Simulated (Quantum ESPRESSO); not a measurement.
Field gradients of NaLaHf2O6 from a PBE PAW density (pw.x of a modified build of Quantum ESPRESSO, JTH datasets) with the all-electron reconstruction of Petrilli and co-workers, 30 Ha, k-mesh 5×5×5 through Γ:

```
CELL_PARAMETERS angstrom
      0.00000     4.10692     4.10692
      4.10692     0.00000     4.10692
      4.10692     4.10692     0.00000
ATOMIC_POSITIONS crystal
  Na 0.50000 0.50000 0.50000
  La 0.00000 0.00000 0.00000
  Hf 0.25000 0.25000 0.25000
  Hf 0.75000 0.75000 0.75000
  O  0.50000 0.50000 0.00000
  O  0.00000 0.00000 0.50000
  O  0.00000 0.50000 0.50000
  O  0.50000 0.00000 0.00000
  O  0.50000 0.00000 0.50000
  O  0.00000 0.50000 0.00000
```
Geometry: a computed entry of the Materials Project; it was not checked against measured cells. It is NaLaHf2O6 in Fm-3m; whether this form has been observed was not checked. Stability against distortions was not tested. The run has no spin polarisation.

Vzz is the sum of three terms, each taken along its main axis: the smooth valence density, the ions (nucleus and frozen core) with the augmentation charges of all other spheres, and the all-electron minus smooth density in the atom's own sphere. The split hangs on the datasets.  Cores are frozen. Against all-electron runs on small test molecules, this scheme's |Vzz| missed by −2 to +6 % on O.

| site | smooth valence density | ions and other spheres | own sphere | Vzz (a.u.) |
|---|---|---|---|---|
| O (atoms 5, 6, 7, 8, 9, 10) | 0.168 | -0.076 | [?] | [?] |

Q: Complete the blanks.

A: 
- O (atoms 5, 6, 7, 8, 9, 10), own sphere: 0.351
- O (atoms 5, 6, 7, 8, 9, 10), Vzz (a.u.): 0.444
